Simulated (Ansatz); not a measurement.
InP (zinc blende, F-43m), a = b = c = 5.9589 Å, α = β = γ = 90.00°; the cell used has 2 atoms.

Relaxed with PBE.

**Question.** Decompose the optical modes at the zone centre into irreducible representations, and say which are infrared and Raman allowed.

**Answer.** Point group -43m: Γ_opt = T2. Infrared: T2. Raman: T2.

**Question.** Assign frequencies (DFPT, the program Ansatz at the PBE level (PAW); without the LO–TO term).

**Answer.** T2 284 cm⁻¹.

Symmetry was held in the PBE relaxation; of distortions, only those at the zone centre were tested.

Potentials: the later of the program's two PAW sets.
